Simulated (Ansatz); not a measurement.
NbB2:
```
CELL_PARAMETERS angstrom
      3.09371     0.00000     0.00000
     -1.54686     2.67923     0.00000
      0.00000     0.00000     3.29323
ATOMIC_POSITIONS crystal
  Nb 0.00000 0.00000 0.00000
  B  0.33333 0.66667 0.50000
  B  0.66667 0.33333 0.50000
```

Relaxed with PBEsol. Special points in fractions of this cell's reciprocal vectors: Γ (0.000, 0.000, 0.000); M (0.500, 0.000, 0.000); K (0.333, 0.333, 0.000); A (0.000, 0.000, 0.500); L (0.500, 0.000, 0.500); H (0.333, 0.333, 0.500).

### Question
List the band energies nearest the Fermi level at these points for DFT-PBEsol in the program Ansatz with PAW potentials.

### Answer
In eV from the Fermi level; about four levels below and three above (degenerate sets whole), none deeper than 8.9 eV; points with the same levels are listed once.

| k | below | above |
|---|---|---|
| Γ | -4.41 -4.41 -4.36 -3.13 | 1.27 1.27 3.21 3.21 |
| M | -5.25 -4.55 -4.29 | 0.33 1.75 2.58 |
| K | -8.59 -3.81 -3.81 | 0.02 0.02 1.04 |
| A | -1.85 -1.85 -1.20 -1.20 | 0.72 4.21 7.42 |
| L | -8.18 -6.35 -5.89 -3.43 | 2.23 2.97 3.56 |
| H | -6.20 -4.37 -4.37 | 2.28 4.72 4.72 |

Space group P6/mmm. The workflow started from a Materials Project entry (that database holds measured and hypothetical structures alike); the Crystallography Open Database files this formula in space group No. 191, but the cells were not matched. Whether it is the stable phase at ambient conditions was not checked. The PBEsol relaxation kept the symmetry of its start; of distortions, only those at the zone centre were tested. The run is not spin-polarised. Spin–orbit coupling is left out wherever it is not named.

Potentials: the later of the program's two PAW sets.
